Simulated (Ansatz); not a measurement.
Relaxed-ion elastic tensor of AlIr₃N (anti-perovskite, Pm-3m) in GPa (Voigt order), r²SCAN in the plane-wave PAW code Ansatz; density 15.41 g/cm³, 13.31 Å³ per atom.

```
     1    2    3     4     5     6
-  ---  ---  ---  ----  ----  ----
1  387  216  216   0.0   0.0   0.0
2  216  387  216   0.0   0.0   0.0
3  216  216  387   0.0   0.0   0.0
4  0.0  0.0  0.0  27.6   0.0   0.0
5  0.0  0.0  0.0   0.0  27.6   0.0
6  0.0  0.0  0.0   0.0   0.0  27.6
```

Is the crystal mechanically stable?

Yes: the smallest eigenvalue of C is 27.6 GPa.

Work out the Voigt, Reuss and Hill averages.

K_V = 273, K_R = 273, K_H = 273; G_V = 50.8, G_R = 37.9, G_H = 44.4 GPa.

Give Young's modulus, Poisson's ratio, Pugh's ratio and the universal anisotropy index.

E = 9KG/(3K + G) = 126 GPa; ν = 0.42; K/G = 6.16 (ductile by the Pugh limit of 1.75); A_U = 5G_V/G_R + K_V/K_R − 6 = 1.71.

Estimate the sound speeds and the Debye temperature.

v_l = √((K + 4G/3)/ρ) = 4640 m/s, v_t = √(G/ρ) = 1700 m/s, mean 1930 m/s; Θ = (h/k)(3n/4πV)^(1/3) v_m = 242 K.

Give the Zener ratio and Young's modulus along [100], [110] and [111].

A = 2C44/(C11 − C12) = 0.32; 1/E = S11 − 2(S11 − S12 − S44/2)Γ with Γ = 0, 1/4, 1/3 gives 233, 95.9, 80.2 GPa.

The start of the workflow was typed in or built on a structure type; neither database checked (COD, Materials Project) lists it. Its standing as an ambient phase is unchecked. Symmetry was held in the r²SCAN relaxation; its stability against distortions is not shown here. The workflow began spin-polarised and lost its moments. The volume moved by 18 % from the start of the relaxation. Its formation energy is positive at this level, so the cell may be metastable or incomplete. As this level gives no gap, shear constants depend on the k-mesh and smearing (Fermi–Dirac, 0.1 eV here). Spin–orbit coupling is left out wherever it is not named.

Potentials: the earlier of the program's two PAW sets. The files were generated under PBE; for other functionals the program regenerates the frozen cores, and for LDA and PBEsol the local potential too.
